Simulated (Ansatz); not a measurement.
**P (fcc): energy against volume**

Theory: DFT, PBEsol, plane waves (420 eV) with PAW, scalar-relativistic (Ansatz 0.2.0). (PAW data from PBE, frozen cores regenerated.)

The cell is scaled uniformly from the relaxed one, with fractional coordinates and shape fixed. Energies are extrapolated to zero smearing, pressures are those at the given smearing. Magnetic state: spin not included.

A Birch-Murnaghan fit gives V₀ = 14.04 Å³/atom, B₀ = 105 GPa, B₀′ = 3.2.

Task: What are the energy above the minimum and the pressure at 12.828 Å³/atom?

Result: 38.9 meV/atom and 10.94 GPa as computed.

Task: What are the energy above the minimum and the pressure at 14.502 Å³/atom?

Result: 4.6 meV/atom and -3.21 GPa as computed.

Task: What are the energy above the minimum and the pressure at 15.059 Å³/atom?

Result: 21.7 meV/atom and -6.53 GPa as computed.
